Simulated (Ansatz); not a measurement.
FeS2:
```yaml
crystal:
  lattice:
    - [5.42196, 0.00000, 0.00000]
    - [0.00000, 5.42196, 0.00000]
    - [0.00000, 0.00000, 5.42196]
  atoms:
    - { symbol: Fe, position: [0.00000, 0.00000, 0.00000] }
    - { symbol: Fe, position: [0.50000, 0.00000, 0.50000] }
    - { symbol: Fe, position: [0.50000, 0.50000, 0.00000] }
    - { symbol: Fe, position: [0.00000, 0.50000, 0.50000] }
    - { symbol: S, position: [0.38849, 0.38849, 0.38849] }
    - { symbol: S, position: [0.11151, 0.61151, 0.88849] }
    - { symbol: S, position: [0.88849, 0.11151, 0.61151] }
    - { symbol: S, position: [0.61151, 0.88849, 0.11151] }
    - { symbol: S, position: [0.61151, 0.61151, 0.61151] }
    - { symbol: S, position: [0.88849, 0.38849, 0.11151] }
    - { symbol: S, position: [0.11151, 0.88849, 0.38849] }
    - { symbol: S, position: [0.38849, 0.11151, 0.88849] }
```

Relaxed with HSE06.

Question: Give the Bader charges and basin volumes of the independent atoms, HSE06 in the plane-wave PAW code Ansatz.

Answer: 

```tsv
atom	Bader charge (e)	Bader volume (Å³)
Fe1	+0.79	9.4
S5	-0.39	15.2
```

Space group Pa-3. The HSE06 relaxation kept the symmetry of its start. The workflow began spin-polarised and lost its moments.

Potentials: the later of the program's two PAW sets.
